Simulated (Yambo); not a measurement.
Yambo run on BN (space group Fmm2, No. 42). The wavefunctions are PBEsol (pw.x of Quantum ESPRESSO, ONCV potentials, no spin-orbit coupling) ones on a 6×6×6 mesh (4 occupied bands); a = 3.9776 Å, b = 2.5041 Å, c = 3.5627 Å, α = 79.86°, β = 38.29°, γ = 61.85°.

Yambo input:

```
rim_cut
HF_and_locXC
RandQpts= 1000000
RandGvec= 1 Ry
EXXRLvcs= 84 Ry
VXCRLvcs= 336 Ry
% QPkrange
 1 | 1 | 4 | 5 |
 4 | 4 | 4 | 5 |
 10 | 10 | 4 | 5 |
 13 | 13 | 4 | 5 |
 43 | 43 | 4 | 5 |
 45 | 45 | 4 | 5 |
 46 | 46 | 4 | 5 |
%
```

k points by index: 1 = Γ, 4 = (0, 0, -0.5), 10 = (0, 0.333, 0.333), 13 = (0, -0.5, -0.5), 43 = (-0.5, 0, -0.5), 45 = (-0.5, 0.333, -0.167), 46 = (-0.5, -0.5, 0).

The o-*.hf file then holds:

```
#    K-point    Band    Eo [eV]    Ehf [eV]    Vxc [eV]    Vnlxc [eV]
#
    1    4    -1.406639    -5.869964    -18.22417    -22.68750
    1    5    4.917488    9.227579    -8.802842    -4.492751
    4    4    -1.042095    -4.693633    -15.50859    -19.16013
    4    5    4.514205    9.556733    -11.03436    -5.991833
    10    4    -0.329053    -3.704583    -16.14418    -19.51971
    10    5    4.157191    9.313804    -10.91460    -5.757988
    13    4    -1.636145    -5.482818    -14.80378    -18.65046
    13    5    3.560789    8.185744    -10.56193    -5.936975
    43    4    -1.397560    -5.868505    -18.21986    -22.69081
    43    5    9.924391    16.49868    -13.64233    -7.068045
    45    4    0.000000    -3.256810    -16.50165    -19.75846
    45    5    4.926479    10.43452    -11.39829    -5.890248
    46    4    -0.380723    -3.806760    -16.38778    -19.81382
    46    5    5.974294    11.88057    -12.05590    -6.149632
```
Exchange alone, without screening.

Geometry relaxed with PBE+D3(BJ).

This is not the ordinary phase of the substance; no match was found in the copy of COD used, and its stability was not checked.
